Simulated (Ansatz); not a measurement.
RbCaH3 (cubic perovskite)

```
CELL_PARAMETERS angstrom
      8.79667     0.00000     0.00000
      0.00000     4.39833     0.00000
      0.00000     0.00000     4.39833
ATOMIC_POSITIONS crystal
  Rb 0.00000 0.00000 0.00000
  Rb 0.50000 0.00000 0.00000
  Ca 0.25000 0.50000 0.50000
  Ca 0.75000 0.50000 0.50000
  H  0.25000 0.00000 0.50000
  H  0.75000 0.00000 0.50000
  H  0.00000 0.50000 0.50000
  H  0.50000 0.50000 0.50000
  H  0.25000 0.50000 0.00000
  H  0.75000 0.50000 0.00000
```

The atoms are displaced by Q × the pattern below (from a DFPT mode at X = (0.5, 0.0, 0.0), largest move 1; Q in Å), at fixed cell. (q is in reciprocal vectors of the primitive cell; the cell shown is doubled to hold the pattern.)

```json
[
 {"atom": "Rb1", "x": "-0.001", "y": "0.000", "z": "0.000"},
 {"atom": "Rb2", "x": "0.001", "y": "0.000", "z": "0.000"},
 {"atom": "H7", "x": "1.000", "y": "0.000", "z": "0.000"},
 {"atom": "H8", "x": "-1.000", "y": "0.000", "z": "0.000"}
]
```

Atoms not listed stay in place.

Method: LDA (plane waves to 420 eV, PAW, scalar-relativistic; Ansatz, a program for electronic structure). k mesh 4×8×8 (Γ-centred), Fermi-Dirac smearing 0.05 eV. The energy includes the smearing's −TS. RbCaH3 was relaxed with its symmetry unable to fall. ΔE is measured from the undisplaced structure.

```
Q (Å)    ΔE (meV/cell)
-------  -------------
-0.2800            529
-0.2333            362
-0.1867            228
-0.1400            127
-0.0933       withheld
-0.0467             14
0.0000               0
0.0467              14
0.0933        withheld
0.1400             127
0.1867             228
0.2333             362
0.2800             529
```

**Question.** Fit an even polynomial form (powers 2, 4) to the given rows and predict ΔE at Q = -0.0933.

**Answer.** Least squares on the 11 given rows: ΔE = (6395)·Q² + (4526)·Q⁴, in meV/cell with Q in Å; root-mean-square residual 0.3 meV/cell. At -0.0933 the fit gives 56 meV/cell; the calculation gives 56 meV/cell, the same to the digits shown. The quadratic term alone would give 56 meV/cell.

(A displaced cell: forces are minus the slopes of the energy, force constants its curvatures, and phonons follow from these.)
